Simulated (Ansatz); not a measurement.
The cell of MnCdC4N4 is invented: two interpenetrating cyanide-bridged diamond nets (P-43m, No. 215). Lengths were set from tabulated atomic sizes, so they are only a guess.

```xyz
10
Lattice="6.0108 0.0000 0.0000 0.0000 6.0108 0.0000 0.0000 0.0000 6.0108" Properties=species:S:1:pos:R:3 pbc="T T T"
Mn    0.0000    0.0000    0.0000
Cd    3.0054    3.0054    3.0054
C     1.1189    1.1189    1.1189
C     1.1189    4.8919    4.8919
C     4.8919    1.1189    4.8919
C     4.8919    4.8919    1.1189
N     1.7944    1.7944    1.7944
N     1.7944    4.2164    4.2164
N     4.2164    1.7944    4.2164
N     4.2164    4.2164    1.7944
```

Level of theory: DFT PBE, scalar-relativistic, plane waves, PAW in Ansatz 0.2.0. Cutoff 420 eV, Gaussian smearing, Γ-centred meshes. Cell and atoms relax first on a coarse mesh and then on a converged one. In between, the cell is made exact in the group found at 0.06 Å. The steps can't lower the symmetry of their start. Collinear spin, starting moments Mn 4.0 μB.

A guess keeps its type if space group and coordination stay and the shape of the cell changes little (axis ratios within about 15 %, angles within 6°); the volume may change.

Problem. Does it keep its structure type, or change into something else?

Solution. It keeps its type. The symmetry stays P-43m (No. 215). The volume per atom grows by 13.7 %, from 21.7 to 24.7 Å³. The shortest distance stays 1.17 Å (C–N). Counting neighbours within 15 % of an atom's shortest distance, the start has C 1, Cd 4, Mn 4, N 1 and the end C 1, Cd 4, Mn 4, N 1.

The last run used collinear spin, a 6×6×6 mesh for its 10-atom cell and Gaussian smearing of 0.02 eV. Another magnetic order may lie lower. A structure relaxed within its symmetry needn't be a true minimum.
